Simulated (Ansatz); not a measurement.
AlP (zinc blende)

```xyz
2
Lattice="0.0000 2.7537 2.7537 2.7537 0.0000 2.7537 2.7537 2.7537 0.0000" Properties=species:S:1:pos:R:3 pbc="T T T"
P      1.3768     1.3768     1.3768
Al     0.0000     0.0000     0.0000
```

Grid over V/V₀ and (c/a)/(c/a)₀, subscript 0 meaning the relaxed cell; the conventional c axis lies along z; no internal relaxation.

Calculation: PBE (plane waves to 420 eV, PAW, scalar-relativistic; Ansatz, a quantum-chemistry and plane-wave program). k mesh 10×10×10 (Γ-centred), Fermi-Dirac smearing 0.05 eV. The energy includes the smearing's −TS. AlP was relaxed with its symmetry unable to fall. The PAW data are Ansatz's earlier set.

Changes of ΔE (meV/atom) from the point V/V₀ = 1.000, (c/a)/(c/a)₀ = 1.000 when one coordinate moves alone (two changes are said to add if the coupling is within 5 % of the smaller one, nearly so within 20 %):

```csv
point,change
"V/V₀ = 1.000, (c/a)/(c/a)₀ = 0.920",17.26
"V/V₀ = 1.000, (c/a)/(c/a)₀ = 0.960",4.39
"V/V₀ = 0.960, (c/a)/(c/a)₀ = 1.000",9.23
"V/V₀ = 0.980, (c/a)/(c/a)₀ = 1.000",2.22
"V/V₀ = 1.020, (c/a)/(c/a)₀ = 1.000",2.09
"V/V₀ = 1.040, (c/a)/(c/a)₀ = 1.000",8.07
"V/V₀ = 1.000, (c/a)/(c/a)₀ = 1.040",4.54
"V/V₀ = 1.000, (c/a)/(c/a)₀ = 1.080",18.38
```

Problem. What is the change at V/V₀ = 0.980, (c/a)/(c/a)₀ = 0.920, where both move, and how far is it from the sum?

Solution. The sum of the single changes is 2.22 + (17.26) = 19.48; the calculation gives 18.80, so the coupling contributes -0.68 (over 20 % of the smaller single change, not additive).

Problem. What is the change at V/V₀ = 0.960, (c/a)/(c/a)₀ = 1.080, where both move, and how far is it from the sum?

Solution. The sum of the single changes is 9.23 + (18.38) = 27.61; the calculation gives 26.51, so the coupling contributes -1.10 (under 20 % of the smaller single change, nearly additive).

(A scan under strain: stresses follow from slopes of the energy per volume, elastic moduli from its curvatures.)
